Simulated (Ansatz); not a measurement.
The relaxed structure here is a generated cell of TaSi2: the first start was made by placing the elements on the sites of a structure type, and the end was not matched to a known phase here, so it may be hypothetical. Known forms of TaSi2 include space group No. 181.

The end point of a relaxation of TaSi2. Space group I4/mmm (No. 139), AFLOW prototype AB2_tI6_139_a_e (C11_b, as in Si2Mo). All values below come from r2SCAN (plane waves to 500 eV, PAW, scalar-relativistic; Ansatz, a program for electronic structure).

```xyz
3
Lattice="-1.6335 1.6335 4.0761 1.6335 -1.6335 4.0761 1.6335 1.6335 -4.0761" Properties=species:S:1:pos:R:3 pbc="T T T"
Ta     0.0000     0.0000     0.0000
Si     0.0000     0.0000     5.4484
Si     0.0000     0.0000     2.7038
```

| Property | Result |
|---|---|
| Volume per atom | 14.50 Å³ |
| Band gap | zero (metallic) |
| Shortest distances | Si–Si 2.67 Å; Si–Ta 2.69 Å; Ta–Ta 3.27 Å |
| k-mesh | 20×20×20 |

Band energies at high-symmetry points (eV from the Fermi level; labels of this space group; no spin-orbit coupling), from −5 eV up to 4.0 eV:

```tsv
point	energies
Γ	-3.38 -1.71 -1.62 -1.62 2.75 3.53
X	-4.96 -4.00 -2.03 -0.72 3.24
P	-2.30 -1.31 -1.31 0.89
N	-4.65 -4.06 -1.41 -1.20 1.36 3.61
M	-2.28 -1.26 0.01 0.01 1.17 1.17 2.95
S	-1.66 -1.56 -1.13 1.45 3.10
S0	-1.66 -1.56 -1.13 1.45 3.10
R	-4.14 -3.40 -1.89 -1.08 2.68
```

No spin polarisation in the result. The relaxed primitive cell holds an odd number of electrons. A magnetic state may lie lower.

The run could not lose the symmetry of its start; a randomly shaken copy of 6 atoms returns to this structure.
